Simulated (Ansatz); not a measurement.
An Ansatz input:

```yaml
crystal:
  lattice:
    - [-3.4112000727, 3.4112000727, 1.8625152397]
    - [3.4112000727, -3.4112000727, 1.8625152397]
    - [3.4112000727, 3.4112000727, -1.8625152397]
  atoms:
    - { symbol: Yb, position: [0.0, 0.0, 0.0] }
    - { symbol: Yb, position: [0.75, 0.25, 0.5] }
hamiltonian:
  xc: r2scan
  pseudopotentials:
    kind: paw
    azcp:
      Yb: "pseudopotentials/Yb.paw.azcp"
basis:
  ecutwfc: 500
  fft_grid_basis: typed
kpoints:
  mp_grid: { grid: [10, 10, 7], shift: [0, 0, 0] }
magnetization:
  spin_polarized: false
scf:
  occupations: { method: fermi_dirac, width: 0.1 }
relax:
  max_steps: 60
  f_tol: 0.01
  cell: {}
```

Output

```
Warning: crystal.symmetry: narrowed to the stabiliser of the k-point mesh — unitary ops 16 → 4; excluded 12 operations that carry a point of the 10×10×7 mesh (shift [0, 0, 0]) off the mesh (the run samples exactly the mesh kpoints.mp_grid names, as under crystal.symmetry.detect: false, and its converged state has the mesh's symmetry, not the crystal's; ε∞, the Born charges and the force constants of a linear response (`dielectric:` by the response, `phonons.method: dfpt`) are averaged over those of the crystal's operations that the state keeps within a tolerance, where `mesh_tensors`, `unaveraged_element` or `gamma_mean_max_change_ev_ang2` stands beside them; a row that `dielectric.field_direction` solves alone is averaged likewise, with nothing beside; a Γ-centred mesh of equal divisions is mapped onto itself by every operation and keeps the whole group, as does a half-shifted one under kpoints.further_shifts: images)
band count auto-derived: 30, from the close of a first SCF at 29 (N_el = 48.0; filled up to band 24; 29 by the electrons, moments and atoms)
Engine: ansatz 0.2.0, x86_64-unknown-linux-gnu
Pseudopotentials: kind: paw
Pseudopotential: Yb, paw, valence charge 24, recommended cutoff 500 eV (meta_gga) 
Functional definition: r2SCAN
  parameter k0 = 0.174
  parameter k1 = 0.065
  parameter a1 = 4.9479
  exchange = r2scan_x(k0 = k0, k1 = k1, a1 = a1)
  correlation = r2scan_c
Crystal: 2 atoms, lattice volume = 86.691 Å³
Basis set: ecut = 500 eV, 2191 PW (Γ), exchange–correlation on 160×160×160 points (64 copies of the dense FFT grid, shifted against one another)
Bands: 29, of which v1, the nominal top of the filled ones, is band 24 counted from 1 (23 counted from 0)
Symmetry: 4 space group operations
k-points: 196 of 700
Non-local potential: Yb, projectors of the file, l = 0: 3, l = 1: 2, l = 2: 2, l = 3: 3
PAW form: soft (Blöchl's): semilocal exchange-correlation on the pseudo side does not see the compensation charge
PAW frozen core: Yb, regenerated for the run's functional (the file was generated under x = pbe(κ = 0.804, μ = 0.2195149727645171), c = pbe(β = 0.06672455060314922))
PAW one-centre angular grid: Yb, 2702 points (default); XC on 160 Gauss nodes
Initial density: superposition of atomic densities (neutral atoms: chi_scale 0, normalization atom), corrected by the library's trained network
Initial wavefunctions: pseudopotential atomic-orbital guess
Functional: x = r2scan, c = r2scan; τ floored in thin density (d = 2e-4 eV/Å³)
SCF iter   1: F=—  HF=-27611.107417 eV  |F-HF|=—  |Δ(HF+E_count)|=         —  Δρ=3.06e-2  dr2=7.04e-1  dr2_τ=5.30e-3  ethr=1.77e-3  ⟨swp⟩=5.7  Hψ=20563  notcnv=0
SCF iter   2: F=—  HF=-27613.132729 eV  |F-HF|=—  |Δ(HF+E_count)|=    2.03e0  Δρ=2.18e-1  dr2=3.44e1  dr2_τ=3.46e-2  ethr=1.47e-3  ⟨swp⟩=4.4  Hψ=13990  notcnv=0  defer=91  recentre
SCF iter   3: F=—  HF=-27611.006808 eV  |F-HF|=—  |Δ(HF+E_count)|=    2.13e0  Δρ=2.23e-2  dr2=3.82e-1  dr2_τ=1.63e-3  ethr=1.47e-3  ⟨swp⟩=3.8  Hψ=16918  notcnv=0
SCF iter   4: F=—  HF=-27610.971339 eV  |F-HF|=—  |Δ(HF+E_count)|=   3.55e-2  Δρ=3.38e-3  dr2=9.66e-3  dr2_τ=1.86e-4  ethr=7.96e-4  ⟨swp⟩=3.0  Hψ=10897  notcnv=0
SCF iter   5: F=—  HF=-27610.976373 eV  |F-HF|=—  |Δ(HF+E_count)|=   5.03e-3  Δρ=3.52e-3  dr2=9.98e-3  dr2_τ=9.23e-5  ethr=2.01e-5  ⟨swp⟩=2.6  Hψ=8989  notcnv=0
SCF iter   6: F=—  HF=-27610.977631 eV  |F-HF|=—  |Δ(HF+E_count)|=   1.26e-3  Δρ=5.11e-3  dr2=2.04e-2  dr2_τ=1.07e-5  ethr=2.01e-5  ⟨swp⟩=1.0  Hψ=5684  notcnv=0
...
Basis set: ecut = 500 eV, 1765 PW (Γ), exchange–correlation on 192×192×120 points (64 copies of the dense FFT grid, shifted against one another)
Initial wavefunctions: pseudopotential atomic-orbital guess (no wavefunctions were taken with the density)
iter 1 solved again at ethr=7.68e-8 eV; its pass at ethr=3.10e-3 eV (dr2=3.69e-5 eV) is discarded
SCF iter   1: F=—  HF=-27611.685332 eV  |F-HF|=—  |Δ(HF+E_count)|=         —  Δρ=4.11e-4  dr2=1.34e-5  dr2_τ=7.77e-5  ethr=7.68e-8  ⟨swp⟩=3.1  Hψ=39291  notcnv=0
SCF iter   2: F=—  HF=-27611.685371 eV  |F-HF|=—  |Δ(HF+E_count)|=   3.91e-5  Δρ=2.34e-4  dr2=1.46e-5  dr2_τ=4.94e-6  ethr=2.80e-8  ⟨swp⟩=2.4  Hψ=10655  notcnv=0
SCF iter   3: F=—  HF=-27611.685410 eV  |F-HF|=—  |Δ(HF+E_count)|=   3.86e-5  Δρ=7.05e-4  dr2=2.65e-4  dr2_τ=1.02e-6  ethr=2.80e-8  ⟨swp⟩=2.0  Hψ=10250  notcnv=0  recentre
SCF iter   4: F=—  HF=-27611.685382 eV  |F-HF|=—  |Δ(HF+E_count)|=   2.79e-5  Δρ=1.36e-4  dr2=1.17e-5  dr2_τ=1.18e-7  ethr=2.80e-8  ⟨swp⟩=2.0  Hψ=10264  notcnv=0
SCF iter   5: F=—  HF=-27611.685381 eV  |F-HF|=—  |Δ(HF+E_count)|=   9.82e-7  Δρ=8.92e-6  dr2=7.87e-8  dr2_τ=5.42e-9  ethr=2.43e-8  ⟨swp⟩=1.0  Hψ=5880  notcnv=0
Step cancelled. What follows is not a result of the run: it is the report of the last solve that finished, which converged after 9 SCF iterations.
Free energy (F): -27611.682239 eV
Harris-Foulkes:  -27611.682239 eV  (|F-HF|=7.89e-10)
Internal energy: -27611.501113 eV  (E = F + TS)
E sigma→0 (E₀):  -27611.591676 eV
Entropy (-TS):   -0.181126 eV (-90.563 meV/atom)
Fermi energy:    10.981231 eV
--- Per-component energies (eV) ---
  E_band       = -7.832690
  E_kinetic    = 710.508942
  E_local      = -12441.052722  (includes V_loc(G=0)·N_el)
  E_nonlocal   = 1085.924999
  E_hartree    = 5410.659921
  E_xc         = -320.663503
  E_vxc        = -457.219061  (∫ρ·V_xc dr)
  E_paw        = -14724.139219  (= ΣΔE_a)
  E_vpaw       = 244.350870  (= ΣTr[D̂ρ^β])
  E_aug_tail   = 0.000004  (compensation charges beyond the density's cutoff)
  E_vtau       = 28.334895  (kinetic-family band-sum trace: ∫τ·v_τ [+ j·A + Jᵃ·Aᵃ] dr)
  E_ewald      = -7334.437948
  E_core_change = 1.698413  (= ΣΔE_core)
  E_smearing   = -0.181126  (= −TS)
  E_closure    = 0.000000  (closes the sum)
  Σ components = -27611.682239   (vs F -27611.682239, Δ=0.00e0)
--- Forces (eV/Å), atoms counted from 1 ---
  atom   1  Yb     0.00004042    -0.00004042     0.00000000
  atom   2  Yb    -0.00004042     0.00004042     0.00000000
  max |Σ_I F_I| component: 0.00e0 eV/Å
--- Stress (GPa, compression-positive) ---
       -0.009754      -0.004316       0.002504
       -0.004316      -0.009754       0.002504
        0.002504       0.002504      -0.014926
  P = ⅓ Tr σ = -0.0115 GPa (-0.115 kbar)
--- Band table (eV; the first three rows and the last of 196) ---
  k-point 0: bands = ["-42.3180", "-42.2956", "-14.2712", "-13.9390", "-13.8647", "-13.8604", "-13.8573", "-13.8554", "5.5847", "9.1628", "10.3978", "10.4035", "10.4053", "10.4131", "10.4411", "10.4614", "10.4774", "10.4921", "10.5029", "10.5095", "10.5145", "10.5229", "10.5313", "10.5325", "11.2876", "13.6568", "13.6981", "14.9071", "14.9077", "14.9304"]
  k-point 1: bands = ["-42.3147", "-42.2945", "-14.2455", "-13.9869", "-13.9215", "-13.8920", "-13.8643", "-13.8492", "6.0103", "9.6054", "10.4046", "10.4079", "10.4083", "10.4231", "10.4502", "10.4542", "10.4786", "10.5025", "10.5025", "10.5046", "10.5123", "10.5171", "10.5178", "10.5280", "11.1924", "13.0089", "13.4534", "14.3864", "14.9005", "15.3078"]
  k-point 2: bands = ["-42.3067", "-42.2927", "-14.1776", "-14.0910", "-14.0480", "-13.9429", "-13.8831", "-13.8623", "7.1784", "10.3150", "10.4068", "10.4217", "10.4296", "10.4335", "10.4397", "10.4684", "10.4755", "10.4767", "10.5077", "10.5139", "10.5227", "10.5253", "10.5457", "10.8898", "11.0911", "11.8134", "12.7328", "13.1250", "15.6060", "15.8615"]
  k-point 195: bands = ["-42.2957", "-42.2957", "-14.2356", "-14.2356", "-13.9539", "-13.9539", "-13.9064", "-13.9063", "9.2440", "9.2442", "10.4180", "10.4181", "10.4296", "10.4298", "10.4434", "10.4434", "10.4710", "10.4710", "10.4915", "10.4915", "10.5192", "10.5193", "10.5251", "10.5252", "11.7635", "11.7636", "12.3070", "12.3075", "15.8734", "15.8747"]
End of that report.
Error: SIGTERM received: cancelled by the caller after 5 completed SCF iterations
```

The calculation hadn't finished when its time ran out.
